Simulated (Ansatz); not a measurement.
Sb2Au:
```xyz
3
Lattice="0.0000 3.3871 3.3871 3.3871 0.0000 3.3871 3.3871 3.3871 0.0000" Properties=species:S:1:pos:R:3 pbc="T T T"
Au     0.0000     0.0000     0.0000
Sb     1.6935     1.6935     1.6935
Sb     5.0806     5.0806     5.0806
```

Relaxed with PBEsol. Special points in fractions of this cell's reciprocal vectors: Γ (0.000, 0.000, 0.000); X (0.500, 0.000, 0.500); U (0.625, 0.250, 0.625); K (0.375, 0.375, 0.750); L (0.500, 0.500, 0.500); W (0.500, 0.250, 0.750).

Problem. List the band energies nearest the Fermi level at these points for PBEsol with spin–orbit coupling in the plane-wave PAW code Ansatz.

Solution. In eV from the Fermi level; about four levels below and three above (degenerate sets whole), none deeper than 8.9 eV; points with the same levels are listed once.

```tsv
k	below	above
Γ	-0.21 -0.21 -0.21 -0.21	0.95 0.95 0.95 0.95
X	-4.31 -4.31 -3.38 -3.38	0.47 0.47 3.06 3.06
U	-3.61 -3.61 -2.34 -2.34	1.33 1.33 1.68 1.68
L	-1.91 -1.91 -1.46 -1.46	0.19 0.19 0.27 0.27
W	-0.67 -0.67 -0.66 -0.66	2.02 2.02 3.12 3.12
```

Space group Fm-3m (fluorite or antifluorite type). The workflow started from an entry of the Crystallography Open Database (COD), which files this formula under 2 space groups. Its standing as an ambient phase is unchecked. The PBEsol relaxation kept the symmetry of its start. At this level the phase is mechanically unstable.

Potentials: the later of the program's two PAW sets.
